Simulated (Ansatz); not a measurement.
The relaxed structure here is a generated cell of ZrO2: the first start was made by a random draw of sites in a space group, and the end was not matched to a known phase here, so it may be hypothetical. Known forms of ZrO2 include space group No. 14, 137, 225.

A relaxed structure of ZrO2. Space group P4/mmm (No. 123). These are PBE (plane waves to 420 eV, PAW, scalar-relativistic; Ansatz, a first-principles code) values and carry that method's errors.

```xyz
3
Lattice="3.1789 0.0000 0.0000 0.0000 3.1789 0.0000 0.0000 0.0000 3.9763" Properties=species:S:1:pos:R:3 pbc="T T T"
O      1.5894     1.5894     0.0000
O      0.0000     0.0000     1.9881
Zr     0.0000     0.0000     0.0000
```

Volume per atom: 13.39 Å³
Density: 5.09 g/cm³
Band gap: no gap (metallic)
Shortest distances: O–Zr 1.99 Å; O–O 3.00 Å; Zr–Zr 3.18 Å
k-mesh: 15×15×12

Band energies at high-symmetry points (eV from the Fermi level; labels of this space group; no spin-orbit coupling), from −5 eV up to 3.9 eV:

```csv
point,energies
Γ,-2.46 -2.46 -2.17 -0.26 -0.09 -0.07 -0.07
X,-4.52 -2.68 -1.64 -0.24 0.01
M,-3.19 -3.19 -1.64 -0.96 -0.96 -0.12 2.23 2.23
Z,-4.26 -2.41 -2.41 -2.32 -1.20 -1.20 -0.15
R,-4.50 -4.42 -4.07 -1.00 -0.25
A,-3.98 -2.94 -2.94 -2.73 -2.73 -1.94
```

No spin polarisation in the result. No Hubbard U is applied.

The run could not lower the symmetry of its start; a shaken copy of this end point relaxes with PBE to P2₁ (No. 4) at a tolerance of 0.01 Å, Pmc2₁ (No. 26) at 0.1 Å, 0.18 eV/atom lower.
